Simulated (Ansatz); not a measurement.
Level of theory: Ansatz 0.2.0, DFT PBE, scalar-relativistic, plane waves, PAW. Settings: cutoff 420 eV, Γ-centred meshes spaced at most about 0.3 Å⁻¹, and about 0.25 Å⁻¹ or finer for metals (2π included), Gaussian smearing. No spin polarisation in the final relaxations.

Temperature and zero-point effects are left out.

Compare these two cells of Hf2TaN2, each relaxed at this level.

A.

```
Hf Ta N
1.0
     1.56462    0.90333    8.24562
    -1.56462    0.90333    8.24562
     0.00000   -1.80667    8.24562
Hf Ta N
2 1 2
Direct
  0.56155 0.56155 0.56155
  0.43845 0.43845 0.43845
  0.00000 0.00000 0.00000
  0.71731 0.71731 0.71731
  0.28269 0.28269 0.28269
```

B.

```
Hf Ta N
1.0
    -2.13310    2.13310    4.94776
     2.13310   -2.13310    4.94776
     2.13310    2.13310   -4.94776
Hf Ta N
2 1 2
Direct
  0.25000 0.75000 0.50000
  0.75000 0.25000 0.50000
  0.00000 0.00000 0.00000
  0.20548 0.20548 0.00000
  0.79452 0.79452 0.00000
```

Question: Which form is favoured at zero pressure, and by what margin per atom?

Answer: A is lower, by 278 meV/atom. A has space group R-3m (No. 166), 14.0 Å³/atom and no gap on its mesh; B has space group I4/mmm (No. 139), 18.0 Å³/atom and no gap. Counting N atoms around Hf and Ta (those within 1.25 times the shortest such distance or 1.15 times the sum of covalent radii), A has Hf 3, Ta 6 and B has Hf 4, Ta 2. The denser one is the lower, and pressure would at first widen the difference. In A, Hf is surrounded by 3 N at 2.25 Å, 7 Hf at 3.05–3.13 Å and 3 Ta at 3.17 Å; Ta is surrounded by 6 N at 2.20 Å, 6 Ta at 3.13 Å and 6 Hf at 3.17 Å; around N lie 3 Ta at 2.20 Å and 3 Hf at 2.25 Å. In B, Hf has 4 N at 2.18 Å, 4 Hf at 3.02 Å and 4 Ta at 3.27 Å; around Ta lie 2 N at 2.03 Å and 8 Hf at 3.27 Å; N has 1 Ta at 2.03 Å and 4 Hf at 2.18 Å. Both come from invented guesses.

These runs have no spin–orbit coupling, which can matter for Hf and Ta. Cells relaxed within their symmetry can be saddle points.
